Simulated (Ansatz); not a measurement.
Property card for Al$_{2}$Au

Al2Au:
```
CELL_PARAMETERS angstrom
      0.00000     3.00497     3.00497
      3.00497     0.00000     3.00497
      3.00497     3.00497     0.00000
ATOMIC_POSITIONS crystal
  Al 0.25000 0.25000 0.25000
  Al 0.75000 0.75000 0.75000
  Au 0.00000 0.00000 0.00000
```

Space group Fm-3m (No. 225), fluorite or antifluorite type; conventional cell a = b = c = 6.010 Å, α = β = γ = 90.00°.

Method: plane-wave PAW r²SCAN (Ansatz code). Structure relaxed to zero pressure with the same functional. Other levels are named where they apply.

**Cell and energy**

| Quantity | Result |
|---|---|
| Volume per atom | 18.09 Å³ |
| Density | 7.68 g/cm³ |
| Formation energy from the elements (no fitted shifts) | -0.49 eV/atom |

**Electronic structure**

| Quantity | Result |
|---|---|
| Electronic character | metallic (no gap) |
| Density of states at the Fermi level | 0.30 states/eV per atom (mean over ±0.08 eV) |
| Gap with spin–orbit coupling | none (metallic) |

**Mechanics**

| Quantity | Value |
|---|---|
| Bulk modulus (Birch–Murnaghan fit) | 118 GPa |
| Pressure derivative B′ | 4.7 |
| Elastic constants (relaxed ions, GPa) | C11 = 160, C12 = 97.6, C44 = 56.6 |
| Mechanical stability | stable (all eigenvalues of C positive) |
| Hill bulk and shear moduli | 118 and 44.6 GPa |
| Young's modulus | 119 GPa |
| Poisson's ratio | 0.33 |
| Debye temperature from the elastic constants | 307 K |

**Phonons**

| Property | Result |
|---|---|
| Highest zone-centre frequency | 7.85 THz |
| Zone-centre stability | no imaginary mode at Γ |

**Charges**

| Quantity | Result |
|---|---|
| Bader charges | Al +1.86, Au -3.72 e |

The r²SCAN relaxation kept the symmetry of its start. As this level gives no gap, shear constants depend on the k-mesh and smearing (Fermi–Dirac, 0.1 eV here). As this level gives no gap, phonon frequencies hold no LO–TO term and depend on the k-mesh and smearing (Fermi–Dirac, 0.1 eV here). The references are the lowest solids computed at this level, not always the standard phases. Scalar-relativistic: spin–orbit coupling is off unless named, which matters more the heavier the elements.

Potentials: the earlier of the program's two PAW sets.
